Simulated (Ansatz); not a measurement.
Polymorphs of Sr, each relaxed with plane-wave PAW r²SCAN (Ansatz code):

A: hcp (Mg type) (P6_3/mmc)
a = b = 4.303 Å, c = 7.129 Å, α = β = 90.00°, γ = 120.00°

```tsv
atom	site	symmetry	x	y	z
Sr	2c	-6m2	0.3333	0.6667	0.2500
```

B: bcc (W type) (Im-3m)
a = b = c = 4.810 Å, α = β = γ = 90.00°

| atom | site | symmetry | x | y | z |
|---|---|---|---|---|---|
| Sr | 2a | m-3m | 0.0000 | 0.0000 | 0.0000 |

**Question.** Order them by energy per atom at 0 K (lowest first) at the level r²SCAN.

**Answer.** A (+0 meV/atom), B (+11 meV/atom)

Not the usual ambient phase: A; B. All cells were relaxed under the symmetry of their starts (and spin orders); stability against distortions was not tested throughout. Scalar-relativistic: spin–orbit coupling is off unless named, which matters more the heavier the elements.

Energies hold the estimated change up to a 700 eV cutoff; steps of a few meV lie near the error of the meshes.

Potentials: the earlier of the program's two PAW sets.
